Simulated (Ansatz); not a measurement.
Al:
```
CELL_PARAMETERS angstrom
      2.83150     0.00000     0.00000
     -1.41575     2.45215     0.00000
      0.00000     0.00000     4.61168
ATOMIC_POSITIONS crystal
  Al 0.66667 0.33333 0.75000
  Al 0.33333 0.66667 0.25000
```

Relaxed with r²SCAN. Special points in fractions of this cell's reciprocal vectors: Γ (0.000, 0.000, 0.000); M (0.500, 0.000, 0.000); K (0.333, 0.333, 0.000); A (0.000, 0.000, 0.500); L (0.500, 0.000, 0.500); H (0.333, 0.333, 0.500).

List the band energies nearest the Fermi level at these points for r²SCAN in the plane-wave PAW code Ansatz.

In eV from the Fermi level; about four levels below and three above (degenerate sets whole), none deeper than 8.9 eV; … stands for higher levels left out; points with the same levels are listed once.

| k | below | above |
|---|---|---|
| Γ | -5.16 -4.59 | 11.50 11.50 11.72 11.72 |
| M | -5.75 -5.72 | 0.56 1.33 1.37 |
| K | -3.71 -3.71 -3.63 | 2.55 2.55 2.72 |
| A | – | 3.74 3.74 … |
| L | -4.40 -4.40 -3.44 -3.44 | 7.65 7.65 … |
| H | -1.90 -1.90 -0.87 -0.87 | … |

Space group P6_3/mmc (hcp (Mg type)). The workflow started from a Materials Project entry (that database holds measured and hypothetical structures alike); the Crystallography Open Database copy checked does not list it. It is not the phase usual at ambient conditions (space group No. 225). The cell was relaxed with r²SCAN under the symmetry of its start; of distortions, only those at the zone centre were tested.

Potentials: the later of the program's two PAW sets.
